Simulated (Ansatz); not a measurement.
**Ca: computed property card**

Ca:
Space group Pm-3m (No. 221); a = b = c = 3.357 Å, α = β = γ = 90.00°

```tsv
atom	site	symmetry	x	y	z
Ca	1a	m-3m	0.0000	0.0000	0.0000
```

Space group Pm-3m (No. 221), simple cubic; conventional cell a = b = c = 3.3571 Å, α = β = γ = 90.00°.

Method: LDA (plane waves, PAW; program Ansatz). Structure relaxed to zero pressure with the same functional. Other levels are named where they apply.

Cell and energy:

```
Item                  Value
---------------  ----------
Volume per atom    37.83 Å³
Density          1.76 g/cm³
```

Electronic structure:

```
Item                                                                        Result
------------------------------------  --------------------------------------------
Electronic character                                             metallic (no gap)
Density of states at the Fermi level  0.83 states/eV per atom (mean over ±0.08 eV)
```

Mechanics:

```
Quantity                                                                Value
-------------------------------------  --------------------------------------
Elastic constants (relaxed ions, GPa)      C11 = 56.5, C12 = -8.9, C44 = -9.6
Mechanical stability                   unstable (C has a negative eigenvalue)
```

This is a known high-pressure phase of the composition, computed here at zero pressure and temperature. The LDA relaxation kept the symmetry of its start. As this level gives no gap, shear constants depend on the k-mesh and smearing (Fermi–Dirac, 0.1 eV here).

Potentials: the earlier of the program's two PAW sets.
